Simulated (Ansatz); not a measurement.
**One input, then a changed one: B (diamond type)**

First run: DFT, LDA, PAW with Ansatz's default frozen-core files, scalar-relativistic (Ansatz 0.2.0).

Command: `ansatz run input.yaml --threads 1 --pin off --max-ram 2048MiB --backend cpu --events-out ev --progress --plain --runs-dir out` It took 2.7 s on 1 thread of Arm Neoverse V1, on a shared host, peak memory 0.31 GiB.

```yaml
crystal:
  lattice:
    - [0.0, 2.0103628793, 2.0103628793]
    - [2.0103628793, 0.0, 2.0103628793]
    - [2.0103628793, 2.0103628793, 0.0]
  atoms:
    - { symbol: B, position: [-0.2825, -0.0725, -0.0725] }
    - { symbol: B, position: [0.2825, 0.0725, 0.0725] }
kpoints:
  mp_grid: { grid: [13, 13, 13] }
scf:
  occupations: { method: fermi_dirac, width: 0.05 }
hamiltonian:
  xc: lda
  pseudopotentials: { kind: paw }
output:
  forces: true
  stress: true
  eigenvalues: true
  efg: { contact_densities: true }
  populations: true
```

The cell is a prototype at a set volume, not relaxed; it needn't be the stable phase.

This run: one bond, the shortest of the undistorted cell, set to 1.010 Å.

It converges in 6 SCF iterations at a pressure of 170.3 GPa, largest force 61.411 eV/Å, cutoff 420 eV.

The input is then changed:

```diff
 kpoints:
-  mp_grid: { grid: [13, 13, 13] }
+  mp_grid: { grid: [9, 9, 9] }
 scf:
   occupations: { method: fermi_dirac, width: 0.05 }
+  initial_density: { chi_scale: 0.0 }
 hamiltonian:
```

**Question.** What does the second run give?

**Answer.** It converges in 7 SCF iterations at a pressure of 170.1 GPa, largest force 61.564 eV/Å, cutoff 420 eV, free energy -3.4 meV/atom against the first run's. More than one line changes, and not each need have an effect. Some of the changed settings are coarser than converged work would use.
